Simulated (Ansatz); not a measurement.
Geometry optimisation in Ansatz: input, command and trajectory.

```yaml
crystal:
  lattice:
    - [0.0, 5.2882716241, 5.2882716241]
    - [5.2882716241, 0.0, 5.2882716241]
    - [5.2882716241, 5.2882716241, 0.0]
  atoms:
    - { symbol: Cd, position: [0.25, 0.25, 0.25] }
    - { symbol: Cd, position: [0.75, 0.75, 0.75] }
    - { symbol: Te, position: [0.8495296572, 0.1504703428, 0.1504703428] }
    - { symbol: Te, position: [0.1504703428, 0.8495296572, 0.8495296572] }
    - { symbol: Te, position: [0.1504703428, 0.8495296572, 0.1504703428] }
    - { symbol: Te, position: [0.8495296572, 0.1504703428, 0.8495296572] }
    - { symbol: Te, position: [0.1504703428, 0.1504703428, 0.8495296572] }
    - { symbol: Te, position: [0.8495296572, 0.8495296572, 0.1504703428] }
basis:
  ecutwfc: 420
kpoints:
  mp_grid: { grid: [4, 4, 4] }
hamiltonian:
  xc: pbe
scf:
  occupations: { method: gaussian, width: 0.1 }
  lower_state_search: "off"
output:
  forces: true
  stress: true
  eigenvalues: true
relax:
  adjacent_minimum: "off"
  f_tol: 0.04
  max_steps: 70
  cell: { stress_tol: 0.4 }
```

```bash
ansatz run input.yaml --threads 1 --pin off --max-ram 2560MiB --backend cpu --events-out ev --progress --plain --runs-dir out
```

Method: DFT PBE, scalar-relativistic, plane waves, PAW (Ansatz 0.2.0).

Of 13 frames 10 are shown, positions in Å and forces in eV/Å; the SCF threshold varies from step to step. Steps run on the plane waves of an earlier cell, with a Pulay correction in the pressure. The basis is chosen afresh for the last frame, the zero of the energies, and at times for earlier ones too; energy and pressure step there, also at an unchanged geometry. The mark taken_back stands on steps that the optimiser undid.

```xyz
8
Lattice="0.0000 5.2883 5.2883 5.2883 0.0000 5.2883 5.2883 5.2883 0.0000" Properties=species:S:1:pos:R:3:forces:R:3 pbc="T T T" step=1 free_energy_over_end_meV_per_atom=5341.97 pressure_GPa=64.82
Cd    2.6441    2.6441    2.6441    0.0000    0.0000    0.0000
Cd    7.9324    7.9324    7.9324    0.0000    0.0000    0.0000
Te    1.5915    5.2883    5.2883   38.4494    0.0000    0.0000
Te    8.9851    5.2883    5.2883  -38.4494    0.0000    0.0000
Te    5.2883    1.5915    5.2883    0.0000   38.4494    0.0000
Te    5.2883    8.9851    5.2883    0.0000  -38.4494    0.0000
Te    5.2883    5.2883    1.5915    0.0000    0.0000   38.4494
Te    5.2883    5.2883    8.9851    0.0000    0.0000  -38.4494
8
Lattice="0.0000 5.3593 5.3593 5.3593 0.0000 5.3593 5.3593 5.3593 0.0000" Properties=species:S:1:pos:R:3:forces:R:3 pbc="T T T" step=2 free_energy_over_end_meV_per_atom=1542.71 pressure_GPa=21.93
Cd    2.6797    2.6797    2.6797    0.0000    0.0000    0.0000
Cd    8.0390    8.0390    8.0390    0.0000    0.0000    0.0000
Te    1.8105    5.3593    5.3593   12.2730    0.0000    0.0000
Te    8.9082    5.3593    5.3593  -12.2730    0.0000    0.0000
Te    5.3593    1.8105    5.3593    0.0000   12.2730    0.0000
Te    5.3593    8.9082    5.3593    0.0000  -12.2730    0.0000
Te    5.3593    5.3593    1.8105    0.0000    0.0000   12.2730
Te    5.3593    5.3593    8.9082    0.0000    0.0000  -12.2730
8
Lattice="0.0000 5.4656 5.4656 5.4656 0.0000 5.4656 5.4656 5.4656 0.0000" Properties=species:S:1:pos:R:3:forces:R:3 pbc="T T T" step=4 free_energy_over_end_meV_per_atom=434.62 pressure_GPa=3.80
Cd    2.7328    2.7328    2.7328    0.0000    0.0000    0.0000
Cd    8.1983    8.1983    8.1983    0.0000    0.0000    0.0000
Te    2.0405    5.4656    5.4656    2.5619    0.0000    0.0000
Te    8.8906    5.4656    5.4656   -2.5619    0.0000    0.0000
Te    5.4656    2.0405    5.4656    0.0000    2.5619    0.0000
Te    5.4656    8.8906    5.4656    0.0000   -2.5619    0.0000
Te    5.4656    5.4656    2.0405    0.0000    0.0000    2.5619
Te    5.4656    5.4656    8.8906    0.0000    0.0000   -2.5619
8
Lattice="0.0000 5.2980 5.2980 5.2980 0.0000 5.2980 5.2980 5.2980 0.0000" Properties=species:S:1:pos:R:3:forces:R:3 pbc="T T T" step=5 free_energy_over_end_meV_per_atom=292.78 pressure_GPa=1.53
Cd    2.6490    2.6490    2.6490    0.0000    0.0000    0.0000
Cd    7.9470    7.9470    7.9470    0.0000    0.0000    0.0000
Te    2.1132    5.2980    5.2980    1.5147    0.0000    0.0000
Te    8.4828    5.2980    5.2980   -1.5147    0.0000    0.0000
Te    5.2980    2.1132    5.2980    0.0000    1.5147    0.0000
Te    5.2980    8.4828    5.2980    0.0000   -1.5147    0.0000
Te    5.2980    5.2980    2.1132    0.0000    0.0000    1.5147
Te    5.2980    5.2980    8.4828    0.0000    0.0000   -1.5147
8
Lattice="0.0000 5.0390 5.0390 5.0390 0.0000 5.0390 5.0390 5.0390 0.0000" Properties=species:S:1:pos:R:3:forces:R:3 pbc="T T T" step=6 free_energy_over_end_meV_per_atom=132.00 pressure_GPa=0.59
Cd    2.5195    2.5195    2.5195    0.0000    0.0000    0.0000
Cd    7.5586    7.5586    7.5586    0.0000    0.0000    0.0000
Te    2.1874    5.0390    5.0390    1.3346    0.0000    0.0000
Te    7.8907    5.0390    5.0390   -1.3346    0.0000    0.0000
Te    5.0390    2.1874    5.0390    0.0000    1.3346    0.0000
Te    5.0390    7.8907    5.0390    0.0000   -1.3346    0.0000
Te    5.0390    5.0390    2.1874    0.0000    0.0000    1.3346
Te    5.0390    5.0390    7.8907    0.0000    0.0000   -1.3346
8
Lattice="0.0000 4.9845 4.9845 4.9845 0.0000 4.9845 4.9845 4.9845 0.0000" Properties=species:S:1:pos:R:3:forces:R:3 pbc="T T T" step=8 free_energy_over_end_meV_per_atom=28.42 pressure_GPa=-3.20 taken_back
Cd    2.4923    2.4923    2.4923    0.0000    0.0000    0.0000
Cd    7.4768    7.4768    7.4768    0.0000    0.0000    0.0000
Te    2.4876    4.9845    4.9845   -0.0053    0.0000    0.0000
Te    7.4814    4.9845    4.9845    0.0053    0.0000    0.0000
Te    4.9845    2.4876    4.9845    0.0000   -0.0053    0.0000
Te    4.9845    7.4814    4.9845    0.0000    0.0053    0.0000
Te    4.9845    4.9845    2.4876    0.0000    0.0000   -0.0053
Te    4.9845    4.9845    7.4814    0.0000    0.0000    0.0053
8
Lattice="0.0000 4.8473 4.8473 4.8473 0.0000 4.8473 4.8473 4.8473 0.0000" Properties=species:S:1:pos:R:3:forces:R:3 pbc="T T T" step=9 free_energy_over_end_meV_per_atom=2.06 pressure_GPa=0.09
Cd    2.4237    2.4237    2.4237    0.0000    0.0000    0.0000
Cd    7.2710    7.2710    7.2710    0.0000    0.0000    0.0000
Te    2.3501    4.8473    4.8473    0.1421    0.0000    0.0000
Te    7.3446    4.8473    4.8473   -0.1421    0.0000    0.0000
Te    4.8473    2.3501    4.8473    0.0000    0.1421    0.0000
Te    4.8473    7.3446    4.8473    0.0000   -0.1421    0.0000
Te    4.8473    4.8473    2.3501    0.0000    0.0000    0.1421
Te    4.8473    4.8473    7.3446    0.0000    0.0000   -0.1421
8
Lattice="0.0000 4.8197 4.8197 4.8197 0.0000 4.8197 4.8197 4.8197 0.0000" Properties=species:S:1:pos:R:3:forces:R:3 pbc="T T T" step=10 free_energy_over_end_meV_per_atom=-0.70 pressure_GPa=0.57
Cd    2.4098    2.4098    2.4098    0.0000    0.0000    0.0000
Cd    7.2295    7.2295    7.2295    0.0000    0.0000    0.0000
Te    2.4057    4.8197    4.8197    0.0062    0.0000    0.0000
Te    7.2337    4.8197    4.8197   -0.0062    0.0000    0.0000
Te    4.8197    2.4057    4.8197    0.0000    0.0062    0.0000
Te    4.8197    7.2337    4.8197    0.0000   -0.0062    0.0000
Te    4.8197    4.8197    2.4057    0.0000    0.0000    0.0062
Te    4.8197    4.8197    7.2337    0.0000    0.0000   -0.0062
8
Lattice="0.0000 4.8391 4.8391 4.8391 0.0000 4.8391 4.8391 4.8391 0.0000" Properties=species:S:1:pos:R:3:forces:R:3 pbc="T T T" step=12 free_energy_over_end_meV_per_atom=-1.16 pressure_GPa=0.02
Cd    2.4196    2.4196    2.4196    0.0000    0.0000    0.0000
Cd    7.2587    7.2587    7.2587    0.0000    0.0000    0.0000
Te    2.4192    4.8391    4.8391    0.0005    0.0000    0.0000
Te    7.2591    4.8391    4.8391   -0.0005    0.0000    0.0000
Te    4.8391    2.4192    4.8391    0.0000    0.0005    0.0000
Te    4.8391    7.2591    4.8391    0.0000   -0.0005    0.0000
Te    4.8391    4.8391    2.4192    0.0000    0.0000    0.0005
Te    4.8391    4.8391    7.2591    0.0000    0.0000   -0.0005
8
Lattice="0.0000 4.8391 4.8391 4.8391 0.0000 4.8391 4.8391 4.8391 0.0000" Properties=species:S:1:pos:R:3:forces:R:3 pbc="T T T" step=13 free_energy_over_end_meV_per_atom=0.00 pressure_GPa=-0.05
Cd    2.4196    2.4196    2.4196    0.0000    0.0000    0.0000
Cd    7.2587    7.2587    7.2587    0.0000    0.0000    0.0000
Te    2.4192    4.8391    4.8391    0.0005    0.0000    0.0000
Te    7.2591    4.8391    4.8391   -0.0005    0.0000    0.0000
Te    4.8391    2.4192    4.8391    0.0000    0.0005    0.0000
Te    4.8391    7.2591    4.8391    0.0000   -0.0005    0.0000
Te    4.8391    4.8391    2.4192    0.0000    0.0000    0.0005
Te    4.8391    4.8391    7.2591    0.0000    0.0000   -0.0005
```

The start is a random arrangement. At the end the space group is Pm-3m (tolerance 0.05 Å).

Time: 89 s on 1 thread of Intel(R) Xeon(R) 6975P-C (Granite Rapids) (shared host), peak memory 0.64 GiB.

The k mesh is coarse.